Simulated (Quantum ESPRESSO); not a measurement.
Parts of the isotropic shielding in CdS, by PBE GIPAW on JTH datasets (Quantum ESPRESSO, modified build), 20 Ha, k-mesh 10×10×6 shifted:

```yaml
crystal:
  lattice:
    - [4.16884, 0.00000, 0.00000]
    - [-2.08442, 3.61032, 0.00000]
    - [0.00000, 0.00000, 6.77962]
  atoms:
    - { symbol: Cd, position: [0.66667, 0.33333, 0.50022] }
    - { symbol: Cd, position: [0.33333, 0.66667, 0.00022] }
    - { symbol: S, position: [0.66667, 0.33333, 0.87678] }
    - { symbol: S, position: [0.33333, 0.66667, 0.37678] }
```
The cell comes from the Materials Project (a computed structure). It is CdS in P6₃mc. Stability against distortions was not tested.

The core term is that of the free atom's frozen core; the paramagnetic column sums the reconstruction terms. Shieldings are absolute and leave out the bulk-susceptibility term; a larger σ means a smaller chemical shift. In our sweeps, cutoffs and meshes of this size left a few ppm, and up to some 20 ppm on atoms from Zn on. Spin–orbit coupling is left out; its weight grows with the heaviest atom, Cd here. The datasets of S hold no d projectors, which limits absolute σ on these atoms. With so small a Kohn–Sham gap, σ hangs strongly on the functional and the mesh.

```tsv
site	core	bare (smooth current)	diamagnetic correction	paramagnetic corrections	σ_iso (ppm)
Cd (atoms 1, 2)	4799.7	50.2	120.6	…	…
S (atoms 3, 4)	979.8	44.0	-10.3	…	…
```

Q: Complete the blanks.

A: 
- Cd (atoms 1, 2), paramagnetic corrections: -2012.5
- Cd (atoms 1, 2), σ_iso (ppm): 2958.0
- S (atoms 3, 4), paramagnetic corrections: -338.3
- S (atoms 3, 4), σ_iso (ppm): 675.2
